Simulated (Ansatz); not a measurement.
Consider a crystal of HfBi3O in space group P6/mmm (No. 191), with Hf on 1a; Bi on 3f; O on 1b.

These are results of DFT PBE, scalar-relativistic, plane waves, PAW (Ansatz), not measurements. Cutoff 420 eV, Γ-centred mesh, Gaussian smearing, no spin polarisation.

The zero of energy is the elements' standard structures at the same level (O₂ as a molecule); no fitted shifts are applied.

Problem. Predict the relaxed structure.

Solution.

Space group P6/mmm (No. 191). a = 6.627 Å, b = 6.627 Å, c = 3.861 Å, α = 90.00°, β = 90.00°, γ = 120.00°
| atom | site | symmetry | x | y | z |
| --- | --- | --- | --- | --- | --- |
| Hf | 1a | 6/mmm | 0.0000 | 0.0000 | 0.0000 |
| Bi | 3f | mmm | 0.5000 | 0.0000 | 0.0000 |
| O | 1b | 6/mmm | 0.0000 | 0.0000 | 0.5000 |

Hf is surrounded by 2 O at 1.93 Å and 6 Bi at 3.31 Å; Bi has 2 Hf at 3.31 Å, 4 Bi at 3.31 Å, 4 O at 3.84 Å and 2 Bi at 3.86 Å; O is surrounded by 2 Hf at 1.93 Å and 12 Bi at 3.84 Å. Another local minimum with the same sites may exist.

Problem. And its energy and gap?

Solution. The energy over the elements is −0.67 eV/atom. The gap on the 6×6×10 mesh of the 5-atom cell is 0 eV (a metal). Whether it is stable depends on the other phases of the system, which aren't compared here.

The last run used Gaussian smearing of 0.10 eV. Spin–orbit coupling, which can matter for Bi and Hf, is left out. The cell is a metal run without spin; a magnetic state may lie lower. A structure relaxed within its symmetry needn't be a true minimum.
